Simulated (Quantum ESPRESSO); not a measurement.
# Zn3MgS3Cl: input and log of a self-consistent run

Simulated, not a measurement. The program is pw.x of Quantum ESPRESSO 7.5 (plane-wave density functional theory). The cell is made up: 8 atoms on a wurtzite lattice, with randomly drawn elements, strain and displacements, not relaxed. PseudoDojo standard norm-conserving files (v0.5 for PBE, v0.4.1 for LDA and PBEsol) set the functional; there is no spin polarisation, spin-orbit coupling or dispersion term, and the masses in the input are unused placeholders. A spin-polarised start on this cell or one of its family kept no moment.

Input:

```
&control calculation='scf', pseudo_dir='./dojo.nc.sr.pbe.v0_5.standard.upf', outdir='./o', disk_io='medium', tprnfor=.true., tstress=.true. /
&system ibrav=0, nat=8, ntyp=4, nbnd=58, ecutwfc=84.00895049, nosym=.true., tot_charge=0,
 occupations='smearing', smearing='fd', degauss=0.0073498644
/
&electrons conv_thr=7.350e-09, electron_maxstep=60, /
ATOMIC_SPECIES
Cl 1.0 Cl.upf
Mg 1.0 Mg.upf
S 1.0 S.upf
Zn 1.0 Zn.upf
CELL_PARAMETERS angstrom
3.7813 -0.0311 0.0
-0.0538 6.6967 0.0907
0.0001 0.0855 6.2959
ATOMIC_POSITIONS angstrom
Zn 0.0182 0.0069 -0.1333
Mg 1.8489 3.391 0.082
Zn 1.8838 1.0937 3.2144
Zn -0.0193 4.4844 3.1624
S -0.0081 0.014 2.3909
S 1.9266 3.4502 2.4008
S 1.9668 1.1754 5.5076
Cl -0.0137 4.5572 5.5887
K_POINTS automatic
7 6 6 1 1 1
```

The log is shortened where brackets say so; the opening notice, blank lines, dates and the lines on written files are dropped, and the path of the files is cut. It prints rydbergs, bohrs and kilobars, and counts compression as positive stress.

```
     Program PWSCF v.7.5
     Parallel version (MPI & OpenMP), running on       1 processor cores
     Number of MPI processes:                 1
     Threads/MPI process:                     1
     [start-up lines left out]
     bravais-lattice index     =            0
     lattice parameter (alat)  =       7.1459  a.u.
     unit-cell volume          =    1075.5926 (a.u.)^3
     number of atoms/cell      =            8
     number of atomic types    =            4
     number of electrons       =        95.00
     number of Kohn-Sham states=           58
     kinetic-energy cutoff     =      84.0090  Ry
     charge density cutoff     =     336.0358  Ry
     scf convergence threshold =      7.3E-09
     mixing beta               =       0.7000
     number of iterations used =            8  plain     mixing
     Exchange-correlation= PBE
                           (   1   4   3   4   0   0   0)
     [axes and pseudopotential details left out]
   Cartesian axes
     site n.     atom                  positions (alat units)
         1        Zn     tau(   1) = (   0.0048130   0.0018247  -0.0352512  )
         2        Mg     tau(   2) = (   0.4889423   0.8967512   0.0216849  )
         3        Zn     tau(   3) = (   0.4981716   0.2892294   0.8500493  )
         4        Zn     tau(   4) = (  -0.0051039   1.1859012   0.8362978  )
         5        S      tau(   5) = (  -0.0021420   0.0037023   0.6322744  )
         6        S      tau(   6) = (   0.5094901   0.9124067   0.6348924  )
         7        S      tau(   7) = (   0.5201210   0.3108350   1.4564869  )
         8        Cl     tau(   8) = (  -0.0036230   1.2051532   1.4779338  )
     number of k points=   126  Fermi-Dirac smearing, width (Ry)=  0.0073
     Number of k-points >= 100: set verbosity='high' to print them.
     Dense  grid:   111935 G-vectors     FFT dimensions: (  45,  75,  72)
     Estimated max dynamical RAM per process >     170.58 MB
     Initial potential from superposition of free atoms
     starting charge      94.9987, renormalised to      95.0000
     Starting wfcs are   51 randomized atomic wfcs +    7 random wfcs
     total cpu time spent up to now is       43.3 secs
     per-process dynamical memory:   104.0 Mb
     Self-consistent Calculation
     iteration #  1     ecut=    84.01 Ry     beta= 0.70
     Davidson diagonalization with overlap
     ethr =  1.00E-02,  avg # of iterations =  6.4
     Threshold (ethr) on eigenvalues was too large:
     Diagonalizing with lowered threshold
     Davidson diagonalization with overlap
     ethr =  4.56E-04,  avg # of iterations =  2.1
     total cpu time spent up to now is      429.7 secs
     total energy              =   -1472.06141359 Ry
     estimated scf accuracy    <       0.42743423 Ry
     iteration #  2     ecut=    84.01 Ry     beta= 0.70
     Davidson diagonalization with overlap
     ethr =  4.50E-04,  avg # of iterations =  6.1
     total cpu time spent up to now is      628.1 secs
     total energy              =   -1472.16502443 Ry
     estimated scf accuracy    <       0.31039589 Ry
     iteration #  3     ecut=    84.01 Ry     beta= 0.70
     Davidson diagonalization with overlap
     ethr =  3.27E-04,  avg # of iterations =  2.3
     total cpu time spent up to now is      748.9 secs
     total energy              =   -1472.23218321 Ry
     estimated scf accuracy    <       0.01667157 Ry
     iteration #  4     ecut=    84.01 Ry     beta= 0.70
     Davidson diagonalization with overlap
     ethr =  1.75E-05,  avg # of iterations =  6.7
     total cpu time spent up to now is      896.9 secs
     total energy              =   -1472.23665952 Ry
     estimated scf accuracy    <       0.00294230 Ry
     iteration #  5     ecut=    84.01 Ry     beta= 0.70
     Davidson diagonalization with overlap
     ethr =  3.10E-06,  avg # of iterations =  4.9
     total cpu time spent up to now is     1023.9 secs
     total energy              =   -1472.23719369 Ry
     estimated scf accuracy    <       0.00031285 Ry
     iteration #  6     ecut=    84.01 Ry     beta= 0.70
     Davidson diagonalization with overlap
     ethr =  3.29E-07,  avg # of iterations =  2.9
     total cpu time spent up to now is     1150.6 secs
     total energy              =   -1472.23727031 Ry
     estimated scf accuracy    <       0.00005524 Ry
     iteration #  7     ecut=    84.01 Ry     beta= 0.70
     Davidson diagonalization with overlap
     ethr =  5.81E-08,  avg # of iterations =  2.5
     total cpu time spent up to now is     1283.3 secs
     total energy              =   -1472.23728255 Ry
     estimated scf accuracy    <       0.00000251 Ry
     iteration #  8     ecut=    84.01 Ry     beta= 0.70
     Davidson diagonalization with overlap
     ethr =  2.64E-09,  avg # of iterations =  3.5
     total cpu time spent up to now is     1415.5 secs
     total energy              =   -1472.23728316 Ry
     estimated scf accuracy    <       0.00000113 Ry
     iteration #  9     ecut=    84.01 Ry     beta= 0.70
     Davidson diagonalization with overlap
     ethr =  1.19E-09,  avg # of iterations =  2.5
     total cpu time spent up to now is     1533.3 secs
     total energy              =   -1472.23728342 Ry
     estimated scf accuracy    <       0.00000024 Ry
     iteration # 10     ecut=    84.01 Ry     beta= 0.70
     Davidson diagonalization with overlap
     ethr =  2.53E-10,  avg # of iterations =  2.0
     total cpu time spent up to now is     1669.3 secs
     total energy              =   -1472.23728348 Ry
     estimated scf accuracy    <       0.00000002 Ry
     iteration # 11     ecut=    84.01 Ry     beta= 0.70
     Davidson diagonalization with overlap
     ethr =  1.84E-11,  avg # of iterations =  2.8
     total cpu time spent up to now is     1786.0 secs
     End of self-consistent calculation
     Number of k-points >= 100: set verbosity='high' to print the bands.
     the Fermi energy is    10.0872 ev
!    total energy              =   -1472.23728348 Ry
     estimated scf accuracy    <          2.6E-09 Ry
     smearing contrib. (-TS)   =      -0.00634421 Ry
     internal energy E=F+TS    =   -1472.23093928 Ry
     The total energy is F=E-TS. E is the sum of the following terms:
     one-electron contribution =   -1220.63537054 Ry
     hartree contribution      =     626.05814966 Ry
     xc contribution           =    -178.80743399 Ry
     ewald contribution        =    -698.84628440 Ry
     convergence has been achieved in  11 iterations
     Forces acting on atoms (cartesian axes, Ry/au):
     atom    1 type  4   force =     0.01472545    0.03574330    0.04480454
     atom    2 type  2   force =     0.00520837   -0.05215289    0.00558539
     atom    3 type  4   force =     0.00092411    0.00850770   -0.01740820
     atom    4 type  4   force =     0.02022841    0.01243390   -0.02538096
     atom    5 type  3   force =     0.00336396    0.00973796   -0.01301288
     atom    6 type  3   force =    -0.02249084   -0.03386666    0.02222267
     atom    7 type  3   force =    -0.01830354    0.01997673    0.00133454
     atom    8 type  1   force =    -0.00365593   -0.00038004   -0.01814511
     Total force =     0.106607     Total SCF correction =     0.000252
     Computing stress (Cartesian axis) and pressure
          total   stress  (Ry/bohr**3)                   (kbar)     P=       76.68
   0.00060904   0.00000118   0.00005281           89.59        0.17        7.77
   0.00000118   0.00043798   0.00001803            0.17       64.43        2.65
   0.00005281   0.00001803   0.00051683            7.77        2.65       76.03
     init_run     :     40.47s CPU     43.19s WALL (       1 calls)
     electrons    :   1671.79s CPU   1742.77s WALL (       1 calls)
     forces       :     14.51s CPU     14.69s WALL (       1 calls)
     stress       :     53.09s CPU     53.33s WALL (       1 calls)
     [timing details left out]
     PWSCF        :  29m40.27s CPU  30m54.96s WALL
     JOB DONE.
```

In other units: free energy -20030.809 eV for the cell, pressure 7.67 GPa, largest force component 1.341 eV/Å. A rerun of a related cell, with the same atoms placed differently, at 1437 eV and a 9 x 8 x 8 mesh moved values by no more than 0.003 eV in energy, 0.07 GPa in stress and 0.008 eV/Å in force.